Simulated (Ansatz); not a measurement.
Computed with DFT PBE, scalar-relativistic, plane waves, PAW in Ansatz 0.2.0. Settings: cutoff 420 eV, Γ-centred meshes spaced at most about 0.3 Å⁻¹, and about 0.25 Å⁻¹ or finer for metals (2π included), Gaussian smearing. No spin polarisation in the final relaxations.

Temperature and zero-point effects are left out.

Compare these two cells of Si4BW, each relaxed at this level.

1.

Space group F-43m (No. 216). a = 6.798 Å, b = 6.798 Å, c = 6.798 Å, α = 90.00°, β = 90.00°, γ = 90.00°
| atom | site | symmetry | x | y | z |
| --- | --- | --- | --- | --- | --- |
| Si | 16e | .3m | 0.1244 | 0.1244 | 0.1244 |
| B | 4d | -43m | 0.2500 | 0.2500 | 0.7500 |
| W | 4b | -43m | 0.5000 | 0.0000 | 0.0000 |

2.

Space group P4/m (No. 83). a = 5.671 Å, b = 5.671 Å, c = 2.677 Å, α = 90.00°, β = 90.00°, γ = 90.00°
| atom | site | symmetry | x | y | z |
| --- | --- | --- | --- | --- | --- |
| Si | 4j | m.. | 0.8581 | 0.3448 | 0.0000 |
| B | 1a | 4/m.. | 0.0000 | 0.0000 | 0.0000 |
| W | 1d | 4/m.. | 0.5000 | 0.5000 | 0.5000 |

Question: Which would you expect to be lower, and how large is the difference?

Answer: Cell 2 is lower, by 0.67 eV/atom. Cell 1 has space group F-43m (No. 216), 13.1 Å³/atom and no gap on its mesh; cell 2 has space group P4/m (No. 83), 14.4 Å³/atom and no gap. Counting B or Si atoms around W (for each partner element, those within 1.25 times its shortest distance or 1.15 times the sum of covalent radii, where it is the nearest in units of that sum or under 1.3; a plus sign parts groups by distance over the sum of covalent radii), cell 1 has W 12+4 and cell 2 has W 8. Cell 1 holds Si–Si bonds in all directions (shortest 2.39 Å); cell 2 holds Si–Si pairs (shortest 2.39 Å). The lower one is the more open, so pressure narrows the difference. Even the lower one lies +0.25 eV/atom against the reference forms of the elements (uncorrected), so neither is stable at this level. In cell 1, Si is surrounded by 6 Si at 2.39–2.42 Å, 3 B at 2.82 Å and 3 W at 2.82 Å; B has 12 Si at 2.82 Å and 4 W at 2.94 Å; W is surrounded by 12 Si at 2.82 Å and 4 B at 2.94 Å. In cell 2, Si is surrounded by 1 B at 2.11 Å, 1 Si at 2.39 Å and 2 W at 2.59 Å; B has 4 Si at 2.11 Å and 2 B at 2.68 Å; W is surrounded by 8 Si at 2.59 Å and 2 W at 2.68 Å. Both come from invented guesses.

These runs have no spin–orbit coupling, which can matter for W. A magnetic state wasn't ruled out in cells without spin, among them F-43m, P4/m. Cells relaxed within their symmetry can be saddle points.
